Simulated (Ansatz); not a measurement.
Method: DFT PBE, scalar-relativistic, plane waves, PAW in Ansatz. All cells share a 420 eV cutoff and Γ-centred k meshes spaced at most about 0.3 Å⁻¹ (about 0.25 or finer for metals, 2π included). No spin polarisation in the final relaxations.

Temperature and zero-point effects are left out.

Two forms of SnBi₃O were relaxed alike.

A.

Space group Pm-3m (No. 221). a = 5.055 Å, b = 5.055 Å, c = 5.055 Å, α = 90.00°, β = 90.00°, γ = 90.00°
```csv
atom,site,symmetry,x,y,z
Sn,1a,m-3m,0.0000,0.0000,0.0000
Bi,3c,4/mm.m,0.5000,0.5000,0.0000
O,1b,m-3m,0.5000,0.5000,0.5000
```

B.

Space group P6/mmm (No. 191). a = 6.737 Å, b = 6.737 Å, c = 3.906 Å, α = 90.00°, β = 90.00°, γ = 120.00°
```
atom  site  symmetry       x       y       z
  Sn    1b     6/mmm  0.0000  0.0000  0.5000
  Bi    3g       mmm  0.5000  0.0000  0.5000
   O    1a     6/mmm  0.0000  0.0000  0.0000
```

Question: Which is lower in energy, and by how much?

Answer: A is lower, by 89 meV/atom. A has the antiperovskite type, space group Pm-3m (No. 221), 25.8 Å³/atom and no gap on its mesh; B has space group P6/mmm (No. 191), 30.7 Å³/atom and no gap. Counting Bi or Sn atoms around O (for each partner element, those within 1.25 times its shortest distance or 1.15 times the sum of covalent radii, where it is the nearest in units of that sum or under 1.3; the shortest distance is added where it is long for a bond), A has O 6 from 2.5 Å and B has O 2. The denser one is the lower, and pressure would at first widen the difference. In A, Sn is surrounded by 12 Bi at 3.57 Å; Bi is surrounded by 2 O at 2.53 Å, 4 Sn at 3.57 Å and 8 Bi at 3.57 Å; O is surrounded by 6 Bi at 2.53 Å. In B, Sn is surrounded by 2 O at 1.95 Å and 6 Bi at 3.37 Å; Bi has 2 Sn at 3.37 Å, 4 Bi at 3.37 Å, 4 O at 3.89 Å and 2 Bi at 3.91 Å; around O lie 2 Sn at 1.95 Å, 12 Bi at 3.89 Å and 2 O at 3.91 Å. Both come from invented guesses.

These runs have no spin–orbit coupling, which can matter for Bi. A magnetic state wasn't ruled out in cells without spin, among them Pm-3m, P6/mmm. Cells relaxed within their symmetry can be saddle points.
